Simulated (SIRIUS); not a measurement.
Worked example: self-consistent single point of HfN (Fm-3m, 2 atoms in the cell; from Materials Project mp-2828, changed as shown) in SIRIUS.

Computed with PBEsol, FP-LAPW (LAPW with two local orbitals a valence shell; core below -3 Ha), all-electron full potential with ZORA scalar-relativistic valence and Dirac core (SIRIUS).

The change in words: volume scaled by 1.06. Reference geometry (Fm-3m):
```xyz
2
Lattice="0.0000 2.2559 2.2559 2.2559 0.0000 2.2559 2.2559 2.2559 0.0000" Properties=species:S:1:pos:R:3 pbc="T T T"
Hf     0.0000     0.0000     0.0000
N      2.2559     2.2559     2.2559
```

Reference input (self-consistent single point, DFT, PBEsol, FP-LAPW (LAPW with two local orbitals a valence shell; core below -3 Ha), all-electron full potential with ZORA scalar-relativistic valence and Dirac core): parameters.ngridk = 18 18 18; basis = LAPW with two local orbitals a valence shell, core below -3 Ha; unit_cell.atom_type_rmt = {Hf: 2.36, N: 1.77} bohr; parameters.xc_functionals = [XC_GGA_X_PBE_SOL, XC_GGA_C_PBE_SOL]; parameters.aw_cutoff = 7; parameters.pw_cutoff = 20 1/bohr; parameters.smearing = gaussian; parameters.smearing_width = 0.00734986 Ha; parameters.electronic_structure_method = full_potential_lapwlo; parameters.lmax_apw = 8; parameters.lmax_rho = 8; parameters.lmax_pot = 8. This run's input differs from it in these lines:

```diff
@@ -36,5 +36,5 @@
     "lattice_vectors": [
-      [0.0, 4.2629575755, 4.2629575755],
-      [4.2629575755, 0.0, 4.2629575755],
-      [4.2629575755, 4.2629575755, 0.0]
+      [0.0, 4.3465666182, 4.3465666182],
+      [4.3465666182, 0.0, 4.3465666182],
+      [4.3465666182, 4.3465666182, 0.0]
     ],
@@ -55,3 +55,3 @@
       "N": [
-        [2.25586, 2.25586, 2.25586]
+        [2.300104, 2.300104, 2.300104]
       ]
```

Output, abridged:

```
[find] density tolerance         : 1e-06
[find] total energy tolerance    : 1e-07
[find] iter_solver_tol (initial) : 0.01
[find] iter_solver_tol (target)  : 1e-13
[find] num_dft_iter              : 100
Charges and magnetic moments
--------------------------------------------------------------------------------
atom      charge    core leakage
--------------------------------------------------------------------------------
   0   69.820529    0.000000e+00
   1    6.032208    0.000000e+00

total core leakage    : 0.00000000e+00
interstitial charge   : 3.147262
total charge          : 79.000000
[find] | SCF iteration   0 out of 100|
   [... lines left out ...]
[find]    1    6.475323    2.814007e-07
[find] total core leakage    : 1.01920214e-05
[find] interstitial charge   : 3.132098
[find] total charge          : 78.999988
[find] Energy
[find] smearing (-TS)                 :      -0.00050007
[find] Total energy                   :  -15147.97296056 (Ha),  -30295.94592112 (Ry)
[find] Free energy (E-TS)             :  -15147.97346063 (Ha),  -30295.94692126 (Ry)
[find] band gap (eV)                  :       0.00000000
[find] Efermi                         :       0.47551596
[find] iteration : 13, RMS (target) : 3.4341e-07 (1.0000e-06) , energy difference (target) : -4.2764e-09 (1.0000e-07)
[find] converged after 14 SCF iterations!
Warning in function "check_num_electrons" at src/density/density.cpp:1179
wrong number of electrons
  obtained value : 79
  target value : 79
  difference : 1.16844e-05
  total core leakage : 1.0192e-05
    atom class : 0, core leakage : 9.91062e-06
    atom class : 1, core leakage : 2.81401e-07
[find] Charges and magnetic moments
[find] atom      charge    core leakage
[find]    0   69.392568    9.910621e-06
[find]    1    6.475323    2.814007e-07
[find] total core leakage    : 1.01920214e-05
[find] interstitial charge   : 3.132098
[find] total charge          : 78.999988
[find] Energy
[find] smearing (-TS)                 :      -0.00050007
[find] Total energy                   :  -15147.97296056 (Ha),  -30295.94592112 (Ry)
[find] Free energy (E-TS)             :  -15147.97346063 (Ha),  -30295.94692126 (Ry)
[find] band gap (eV)                  :       0.00000000
[find] Efermi                         :       0.47551596
[ground_state] ==== total Forces in Ha/bohr =====
[ground_state] atom:    0, force:       0.0000000      0.0000000      0.0000000
[ground_state] atom:    1, force:       0.0000000      0.0000000      0.0000000
```

The run converged in 14 iterations. Against the reference run the free energy rises by 28.7 meV/atom.

The structure comes from a collection of computed structures, made at another level of theory; the collection holds predicted forms beside known ones. Values depend on the basis (sphere radii, cutoffs, local orbitals), which need not be converged.

Cost on one core: roughly 70 core-seconds.

The gap that the log prints is read on the run's mesh, which can miss the band edges or a crossing.
